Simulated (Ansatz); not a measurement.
**Phonons of RbLuO₂ (NaFeO2-type structure)**

Computed with Ansatz (plane waves, PAW, 420 eV cutoff): PBEsol, scalar-relativistic, no spin polarisation, Gaussian smearing of 0.05 eV; PAW files: Ansatz's generated set soft_2.

```
Rb Lu O
1.0
     1.69222    0.97701    6.42842
    -1.69222    0.97701    6.42842
     0.00000   -1.95401    6.42842
Rb Lu O
1 1 2
Cartesian
  0.0000 0.0000 9.6426
  0.0000 0.0000 0.0000
  0.0000 0.0000 5.3032
  0.0000 0.0000 13.9821
```

The start was a prototype's sites filled with these elements; the Crystallography Open Database holds the compound in this structure.

Force constants come from finite displacements in a 2×2×2 supercell (the unit cell's 8×8×8 k-mesh, folded to it); the long-range dipole term is included. Points in reciprocal vectors of this cell: Γ = (0.000, 0.000, 0.000), T = (0.500, 0.500, 0.500), H2 = (0.818, 0.182, 0.500), H0 = (0.500, -0.182, 0.182), L = (0.500, 0.000, 0.000), S0 = (0.341, -0.341, 0.000), S2 = (0.659, 0.000, 0.341), F = (0.500, 0.000, 0.500).

Frequencies at the named points (cm⁻¹, imaginary ones negative):
```tsv
point	ω (cm⁻¹)
Γ	0 0 0 70 70 175 231 231 370 370 484 486
T	42 42 60 60 96 144 236 236 367 367 482 489
H2	93 95 112 124 157 167 317 317 332 399 408 427
H0	93 95 112 124 157 167 317 317 332 399 408 427
L	82 99 106 108 135 192 309 331 333 342 393 493
S0	93 95 113 123 159 165 314 321 331 403 405 425
S2	93 95 113 123 159 165 314 321 331 403 405 425
F	81 84 105 107 142 195 298 305 345 346 386 503
```

**Question.** Is the structure dynamically stable along this path, and where does the spectrum end?

**Answer.** Yes: no branch is imaginary beyond numerical noise. The highest frequency is 506 cm⁻¹, between F and Γ. Points that don't fit the supercell are interpolated. At Γ the polar modes depend on the direction of approach; the table gives the limit along the path's first leg.

**Question.** What does the harmonic approximation give for the vibrational free energy, entropy and heat capacity?

**Answer.** Zero-point energy 44.6 meV/atom.
| T (K) | F_vib (meV/atom) | S (J/K per mole of atoms) | C_V (J/K per mole of atoms) |
| --- | --- | --- | --- |
| 100 | 41.0 | 9.1 | 12.1 |
| 200 | 25.8 | 19.9 | 19.0 |
| 300 | 0.6 | 28.2 | 21.8 |
| 400 | -32.1 | 34.7 | 23.1 |
| 500 | -70.9 | 39.9 | 23.7 |
| 600 | -114.6 | 44.3 | 24.1 |
| 700 | -162.5 | 48.0 | 24.3 |
| 800 | -213.9 | 51.3 | 24.4 |
| 900 | -268.6 | 54.1 | 24.5 |
| 1000 | -326.1 | 56.7 | 24.6 |

The highest mode, 506 cm⁻¹, is worth 730 K. At 300 K the heat capacity has reached 87 % of the classical limit 3R = 24.9 J/K per mole of atoms, since the stiffer modes are still partly frozen out.

Cost: 11 min on 4 threads of Arm Neoverse V1, with other jobs on the host, peak memory 4.1 GiB.

 Spin–orbit coupling, which matters for such heavy elements, is left out.
